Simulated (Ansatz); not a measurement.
BiBrO:
```yaml
crystal:
  lattice:
    - [3.91924, 0.00000, 0.00000]
    - [0.00000, 3.91924, 0.00000]
    - [0.00000, 0.00000, 8.27574]
  atoms:
    - { symbol: Bi, position: [0.00000, 0.50000, 0.84945] }
    - { symbol: Bi, position: [0.50000, 0.00000, 0.15055] }
    - { symbol: Br, position: [0.50000, 0.00000, 0.66074] }
    - { symbol: Br, position: [0.00000, 0.50000, 0.33926] }
    - { symbol: O, position: [0.00000, 0.00000, 0.00000] }
    - { symbol: O, position: [0.50000, 0.50000, 0.00000] }
```

Relaxed with r²SCAN+D4.

Q: Give the Bader charges and basin volumes of the independent atoms, r²SCAN+D4 (plane waves, PAW; program Ansatz).

A: 

```tsv
atom	Bader charge (e)	Bader volume (Å³)
Bi1	+1.88	18.8
Br3	-0.63	32.6
O5	-1.24	12.1
```

Space group P4/nmm. The first step of the workflow began from a Materials Project structure, measured or hypothetical; the Crystallography Open Database files this formula in space group No. 129, but the cells were not matched. Whether it is the stable phase at ambient conditions was not checked. Symmetry was held in the r²SCAN+D4 relaxation; its stability against distortions is not shown here. Spin–orbit coupling is left out wherever it is not named.

Potentials: the later of the program's two PAW sets.
